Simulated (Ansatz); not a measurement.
La$_{5}$Si$_{3}$:
```yaml
crystal:
  lattice:
    - [8.96314, 0.00000, 0.00000]
    - [-4.48157, 7.76230, 0.00000]
    - [0.00000, 0.00000, 6.94596]
  atoms:
    - { symbol: La, position: [0.33333, 0.66667, 0.00000] }
    - { symbol: La, position: [0.66667, 0.33333, 0.00000] }
    - { symbol: La, position: [0.66667, 0.33333, 0.50000] }
    - { symbol: La, position: [0.33333, 0.66667, 0.50000] }
    - { symbol: La, position: [0.75224, 0.00000, 0.75000] }
    - { symbol: La, position: [0.24776, 0.00000, 0.25000] }
    - { symbol: La, position: [0.75224, 0.75224, 0.25000] }
    - { symbol: La, position: [0.24776, 0.24776, 0.75000] }
    - { symbol: La, position: [0.00000, 0.75224, 0.75000] }
    - { symbol: La, position: [0.00000, 0.24776, 0.25000] }
    - { symbol: Si, position: [0.39269, 0.00000, 0.75000] }
    - { symbol: Si, position: [0.60731, 0.00000, 0.25000] }
    - { symbol: Si, position: [0.39269, 0.39269, 0.25000] }
    - { symbol: Si, position: [0.60731, 0.60731, 0.75000] }
    - { symbol: Si, position: [0.00000, 0.39269, 0.75000] }
    - { symbol: Si, position: [0.00000, 0.60731, 0.25000] }
```

Relaxed with r²SCAN. Special points in fractions of this cell's reciprocal vectors: Γ (0.000, 0.000, 0.000); M (0.500, 0.000, 0.000); K (0.333, 0.333, 0.000); A (0.000, 0.000, 0.500); L (0.500, 0.000, 0.500); H (0.333, 0.333, 0.500).

Task: List the band energies nearest the Fermi level at these points for plane-wave PAW r²SCAN (Ansatz code).

Result: In eV from the Fermi level; about four levels below and three above (degenerate sets whole), none deeper than 8.9 eV; points with the same levels are listed once.

```csv
k,below,above
Γ,-0.22 -0.16 -0.13 -0.13,0.10 0.10 0.12
M,-0.61 -0.48 -0.39 -0.04,0.18 0.28 0.31
K,-0.38 -0.38 -0.29 -0.11,0.30 0.41 0.45 0.45
A,-0.05 -0.05 -0.05 -0.05,0.98 0.98 1.15 1.15 1.15 1.15
L,-1.18 -1.18 -0.88 -0.88,0.00 0.00 0.15 0.15
H,-0.98 -0.98 -0.98 -0.98 -0.01 -0.01,0.09 0.09 0.09 0.09
```

Space group P6_3/mcm. The first step of the workflow began from a Materials Project structure, measured or hypothetical; the Crystallography Open Database copy checked does not list it. COD files the formula under space group No. 140. Whether it is the stable phase at ambient conditions was not checked. The r²SCAN relaxation kept the symmetry of its start; whether a distortion lowers the energy is not shown. Spin–orbit coupling is left out wherever it is not named.

Potentials: the later of the program's two PAW sets.
